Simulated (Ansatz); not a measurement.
Sr (bcc (W type), Im-3m) under volume change, plane-wave PAW LDA (Ansatz code), scaled uniformly.

```csv
V (Å³/atom),E − E(relaxed) (meV/atom),P (GPa)
43.471,19.5,1.54
44.904,8.3,0.97
46.337,2.0,0.45
47.770,0.0,0.00
49.203,(withheld),(withheld)
50.636,(withheld),(withheld)
52.069,15.2,-1.07
```

**Question.** Fill in the missing entries.

**Answer.** 
- 50.636, E − E(relaxed) (meV/atom): 7.0
- 50.636, P (GPa): -0.76
- 49.203, E − E(relaxed) (meV/atom): 1.8
- 49.203, P (GPa): -0.40

**Question.** What does a third-order Birch–Murnaghan fit give for V₀, B₀ and B′?

**Answer.** V₀ = 47.77 Å³/atom, B₀ = 14.2 GPa, B′ = 3.1.

This is a known high-temperature phase of the composition, computed here at zero pressure and temperature. Symmetry was held in the LDA relaxation; its stability against distortions is not shown here. The volume lies over 15 % below that of the usual cell of this phase: another minimum, or an error of the functional.

Potentials: the earlier of the program's two PAW sets. The files were generated under PBE; for other functionals the program regenerates the frozen cores, and for LDA and PBEsol the local potential too.
